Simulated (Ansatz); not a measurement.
Zr (hcp, Mg type), conventional cell a = b = 3.2316 Å, c = 5.1736 Å, α = β = 90.00°, γ = 120.00°. The calculation uses the primitive cell of 2 atoms, to which meshes and values per cell refer.

E(V) scan at fixed shape, V₀ the volume above. Symmetry pins the atoms to their sites.

The numbers are results of PBE (plane waves to 420 eV, PAW, scalar-relativistic; Ansatz, a quantum-chemistry and plane-wave program), not measurements. k mesh 17×17×9 (Γ-centred), Fermi-Dirac smearing 0.05 eV. The energy includes the smearing's −TS. With the shape held, the modulus is that of even scaling; a crystal free to change shape is softer. The PAW data are Ansatz's earlier set. Zr is run without spin polarisation. Zr was relaxed with its symmetry unable to fall. ΔE is measured from the relaxed starting cell. The last digit holds for this mesh only.

```csv
V (Å³/atom),ΔE (meV/atom)
21.056,79.6
21.641,43.1
22.226,18.5
22.810,4.4
23.395,0.0
23.980,4.1
24.565,15.9
25.150,34.7
25.735,59.6
```

Problem. What is the fitted pressure derivative B₀′?

Solution. 3.3.

Problem. What bulk modulus at fixed cell shape B₀ follows from a third-order Birch-Murnaghan fit?

Solution. 93.8 GPa. Check by three points about V = 23.395 Å³/atom, step 1.170: d²E/dV² ≈ (18 − 2·0 + 16) meV / 1.170² = 0.0248 eV/Å⁶, and V·d²E/dV² × 160.2 = 93.1 GPa.

(Under strain, the slope of the energy per volume gives the stress and its curvature an elastic modulus.)
